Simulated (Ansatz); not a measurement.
A generator proposed this cell of Na3LiB5.

```xyz
9
Lattice="5.8179 0.0000 0.0000 -2.9090 5.0385 0.0000 0.0000 0.0000 3.5799" Properties=species:S:1:pos:R:3 pbc="T T T"
Na    3.4570    0.0000    0.0000
Na   -1.7285    2.9938    0.0000
Na    1.1805    2.0446    0.0000
Li    0.0000    0.0000    0.0000
B     1.3686    0.0000    1.7899
B    -0.6843    1.1852    1.7899
B     2.2247    3.8532    1.7899
B     0.0000    3.3590    1.7899
B     2.9090    1.6795    1.7899
```

Computed with DFT PBE, scalar-relativistic, plane waves, PAW (Ansatz 0.2.0). Plane waves to 420 eV, a k mesh through Γ of 3×3×6 on the computed 9-atom cell and Gaussian smearing (0.10 eV); no spin polarisation.

The zero of energy is the elements' standard structures at the same level; no fitted shifts are applied.

Problem. Estimate its pressure, forces and energy as it stands.

Solution. The pressure is -2.9 GPa (the mean over three directions, positive in compression), the largest force is 0.92 eV/Å, and the energy is +1.26 eV/atom against the elements. The shortest distance is 2.25 Å.

Problem. Is it a good guess?

Solution. A rough one: relaxing gains about 0.62 eV/atom (the start's value is from the coarse mesh, so the gain is rough) in 19 ionic steps and ends at +0.64 eV/atom on the finer mesh. The symmetry stays P-62m (No. 189). The volume per atom grows by 11.9 %, from 11.7 to 13.0 Å³. The shortest distance goes from 2.25 Å (Li–B) to 1.73 Å (B–B). The ratio c/a of the conventional cell changes by a factor of 1.27. Conventional cell: a = 5.581 Å, c = 4.352 Å. Around Na lie 1 Li at 2.27 Å, 2 B at 2.46 Å and 4 B at 2.76 Å; Li has 3 Na at 2.27 Å; B on a site of symmetry m2m has 2 B at 1.73 Å and 2 Na at 2.46 Å; 1 more site not described.

The last run used a 12×12×10 mesh (in the run's order of axes) for its 9-atom cell and Gaussian smearing of 0.10 eV. The cell is a metal run without spin; a magnetic state may lie lower. The relaxation can't lower the symmetry of the start, and the grade says only how near the guess is to its own end. A structure relaxed within its symmetry needn't be a true minimum.
